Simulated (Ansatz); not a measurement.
# BaHCl: the gap against volume

BaHCl, P4/nmm, a = 4.287 Å, c = 6.957 Å. The structure is a COD entry; whether it is the stable form wasn't checked. Ansatz: LDA, PAW, 420 eV, Γ-centred 6×6×4 mesh on 6 atoms, Gaussian smearing 0.02 eV; no spin polarisation. Shape and atoms are relaxed at each volume; x = ln(V/V0) with V0 = 21.310 Å³/atom. The gap is read at the mesh points alone.

```tsv
x	gap y (eV)
-0.0619	2.444
-0.0305	2.587
0.0000	2.718
0.0296	2.841
0.0583	?
```

Question: Fit a straight line to the other rows, give the volume deformation potential of the gap and its pressure coefficient, and predict the missing gap. B0 = 41.9 GPa.

Answer: Means x = -0.01570, y = 2.6475; Σ(Δx)² = 0.004652, ΣΔxΔy = 0.02017; the slope is their ratio. y = 2.7156 + 4.3356 x. The slope is the deformation potential a = dE_g/d ln V = 4.34 eV, and dE_g/dP = −a/B0 = -103 meV/GPa. At x = 0.0583 the fit asked for gives 2.968 eV. The run gave 2.953 eV, so the fit is 0.015 eV too high, 2.9 % of the span of the series, against an rms of 0.003 eV on the fitted rows. The row lies outside the fitted range. With a term in x² added, a fit to the same known rows predicts 2.954 eV, so most of the miss is curvature that the known rows already hold.

Spin-orbit coupling is left out, which matters for the bands of heavy elements. Semilocal functionals give gaps under the measured ones; changes of the gap mostly carry over better.

Cost: 5 runs of about 2.1 core-minutes in all, on Arm Neoverse V1 (shared hosts).